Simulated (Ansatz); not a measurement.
Relaxing an invented BeSi structure

The calculation used DFT PBE, scalar-relativistic, plane waves, PAW in Ansatz. Cutoff 420 eV, Gaussian smearing, Γ-centred meshes. Cell and atoms relax first on a coarse mesh and then on a finer one. In between, the cell is made exact in the group found at 0.06 Å. In metals the finer mesh still leaves noise of several meV/atom or more. The steps can't lower the symmetry of their start. No spin polarisation.

The guess for BeSi was made by a generator: random cell by space group and Wyckoff sites (P4/mmm, No. 123). Lengths were set from tabulated atomic sizes, so they are only a guess.

```
Be Si
1.0
     3.59134    0.00000    0.00000
     0.00000    3.59134    0.00000
     0.00000    0.00000    8.20628
Be Si
4 4
Direct
  0.00000 0.00000 0.50000
  0.00000 0.50000 0.00000
  0.50000 0.00000 0.00000
  0.50000 0.50000 0.00000
  0.00000 0.50000 0.50000
  0.50000 0.00000 0.50000
  0.50000 0.50000 0.39948
  0.50000 0.50000 0.60052
```

Formation energies are uncorrected and refer to the elements' standard structures at the same level.

Question: Which structure results?

Answer: The symmetry stays P4/mmm (No. 123). The volume per atom grows by 20.1 %, from 13.2 to 15.9 Å³. The shortest distance goes from 1.65 Å (Si–Si) to 2.06 Å (Be–Si). The ratio c/a of the conventional cell changes by a factor of 0.75. The energy falls by about 3.0 eV/atom (the start's value is from the coarse mesh). Conventional cell: a = 4.206 Å, c = 7.188 Å. Be on a site of symmetry 4/mmm has 4 Si at 2.10 Å; around Be on a site of symmetry mmm lie 2 Be at 2.10 Å; Be on a second site of symmetry 4/mmm has 2 Si at 2.06 Å and 4 Be at 2.10 Å; Si on a site of symmetry mmm has 2 Be at 2.10 Å; around Si on a site of symmetry 4mm lies 1 Be at 2.06 Å.

```yaml
crystal:
  lattice:
    - [4.20569, 0.00000, 0.00000]
    - [0.00000, 4.20569, 0.00000]
    - [0.00000, 0.00000, 7.18757]
  atoms:
    - { symbol: Be, position: [0.00000, 0.00000, 0.50000] }
    - { symbol: Be, position: [0.00000, 0.50000, 0.00000] }
    - { symbol: Be, position: [0.50000, 0.00000, 0.00000] }
    - { symbol: Be, position: [0.50000, 0.50000, 0.00000] }
    - { symbol: Si, position: [0.00000, 0.50000, 0.50000] }
    - { symbol: Si, position: [0.50000, 0.00000, 0.50000] }
    - { symbol: Si, position: [0.50000, 0.50000, 0.28696] }
    - { symbol: Si, position: [0.50000, 0.50000, 0.71304] }
```

Question: How does it come out in energy, and is it a metal?

Answer: The formation energy is +0.82 eV/atom. The gap on the 10×10×6 mesh of the 8-atom cell is 0 eV (a metal).

It can't be a ground state, since the elements alone are lower.

The last run used Gaussian smearing of 0.10 eV. A structure relaxed within its symmetry needn't be a true minimum. In all, the 4 runs took 62 s on 1 thread of Intel(R) Xeon(R) 6985P-C CPU @ 2.30GHz (Granite Rapids), with other jobs on the host.
